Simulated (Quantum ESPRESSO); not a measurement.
# Strain and stress in Mg3O2FCl

Calculated results; nothing here was measured. They come from pw.x of Quantum ESPRESSO 7.5, a plane-wave density functional program, with PseudoDojo standard norm-conserving files (v0.5 for PBE, v0.4.1 for LDA and PBEsol). The cells are made up: elements, strain and atom displacements were drawn at random, and nothing was relaxed. There is no spin polarisation, spin-orbit coupling or dispersion term.

The cell has 8 sites of a zincblende or diamond lattice. Sites 1 to 4 hold empty Mg Mg Mg; sites 5 to 8 hold O F O Cl. Cell vectors in Å: (4.793, 0.069, 0.086); (0.069, 4.822, 0.024); (0.086, 0.024, 4.879). Settings: PBE, cutoff 1143 eV, 4 x 4 x 4 k mesh shifted by half a step, Fermi-Dirac smearing of 0.025 eV.

Each run adds a shear xy (given as the tensor component) to one cell, with the atoms carried along; the vectors above are those of run 4. Stress is positive in tension and P is minus a third of its trace. E is the free energy for each atom above the lowest run shown. The last column is band 29 less band 28 at Gamma, from a band step after each run.

| run | strain (%) | s_xx (GPa) | s_yy (GPa) | s_zz (GPa) | s_xy (GPa) | P (GPa) | E (meV/atom) | level step at Gamma (eV) |
| --- | --- | --- | --- | --- | --- | --- | --- | --- |
| 1 | -2.47 | -4.21 | 2.18 | -3.68 | 2.82 | 1.90 | 0.00 | 1.683 |
| 3 | -0.78 | -4.38 | 1.97 | -4.14 | 5.02 | 2.18 | 13.26 | 1.685 |
| 4 | -0.05 | -4.51 | 1.82 | -4.39 | 5.97 | 2.36 | 21.26 | 1.682 |
| 5 | 0.54 | -4.64 | 1.67 | -4.63 | 6.75 | 2.53 | 28.83 | 1.679 |
| 6 | 0.82 | -4.71 | 1.58 | -4.75 | 7.11 | 2.63 | 32.72 | 1.677 |
| 7 | 2.36 | -5.20 | 1.03 | -5.50 | 9.16 | 3.23 | 57.96 | 1.660 |
| 2 | -1.53 | ? | ? | ? | ? | ? | ? | ? |

A rerun of one of these cells at 1437 eV and k mesh 6 x 6 x 6 moved values by no more than 0.003 eV in the cell's energy, 0.03 GPa in stress and 0.004 eV/Å in force.

## Worked fit

A parabola through the six runs shown gives s_xy = 6.04 + 1.31 e + 0.004 e² GPa, with e in per cent and a scatter of 0.01 GPa. The slope is a stiffness of 131 ± 1 GPa for each unit of this strain at e = 0, twice a shear constant under the stress shown, since the tensor component is half the shear angle. The atoms are clamped, and relaxing them would in general lower it. The error is the larger of the fit's own and the change that a cubic makes, rounded up.

## Withheld run

Question: what s_xy should run 2 give?

The fit gives 4.05 GPa. The calculation gave 4.04 GPa.

| run | strain (%) | s_xx (GPa) | s_yy (GPa) | s_zz (GPa) | s_xy (GPa) | P (GPa) | E (meV/atom) | level step at Gamma (eV) |
| --- | --- | --- | --- | --- | --- | --- | --- | --- |
| 2 | -1.53 | -4.28 | 2.09 | -3.91 | 4.04 | 2.03 | 6.39 | 1.686 |